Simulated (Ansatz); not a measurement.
Ag2S:
```yaml
crystal:
  lattice:
    - [2.32603, -3.46719, 0.00000]
    - [2.32603, 3.46719, 0.00000]
    - [0.00000, 0.00000, 7.21320]
  atoms:
    - { symbol: Ag, position: [0.50000, 0.50000, 0.50000] }
    - { symbol: Ag, position: [0.50000, 0.50000, 0.00000] }
    - { symbol: Ag, position: [0.89351, 0.10649, 0.25000] }
    - { symbol: Ag, position: [0.10649, 0.89351, 0.75000] }
    - { symbol: S, position: [0.72665, 0.27335, 0.75000] }
    - { symbol: S, position: [0.27335, 0.72665, 0.25000] }
```

Relaxed with PBEsol.

Give the optical modes at the zone centre with their infrared activity from DFPT, the program Ansatz at the PBEsol level (PAW).

Transverse frequencies, without the LO–TO term; a row sums one degenerate level.

```tsv
ω (cm⁻¹)	degeneracy	IR ((D/Å)²/amu)	activity	symmetry
28	1	0.06	IR	B1u
38	1	0.00	IR-inactive	B3g
43	1	0.01	IR-inactive	B2u
47	1	0.00	IR-inactive	B1g
53	1	0.44	IR	B1u
53	1	0.00	IR-inactive	Au
54	1	0.00	IR-inactive	Ag
70	1	0.47	IR	B3u
113	1	1.16	IR	B2u
238	1	0.00	IR-inactive	Ag
255	1	5.65	IR	B3u
257	1	0.00	IR-inactive	B1g
264	1	0.00	IR-inactive	B3g
289	1	4.19	IR	B2u
294	1	3.16	IR	B1u
```

How high does the top mode go among those that the LO–TO term moves?

271 cm⁻¹ for q along x, 302 cm⁻¹ for q along y, 305 cm⁻¹ for q along z.

Space group Cmcm. The first step of the workflow began from a Materials Project structure, measured or hypothetical; the Crystallography Open Database copy checked does not list it. COD files the formula under space group No. 4, 14, so this cell is another polymorph or a model. Its standing as an ambient phase is unchecked. Symmetry was held in the PBEsol relaxation; of distortions, only those at the zone centre were tested. The run is not spin-polarised.

Potentials: the later of the program's two PAW sets.
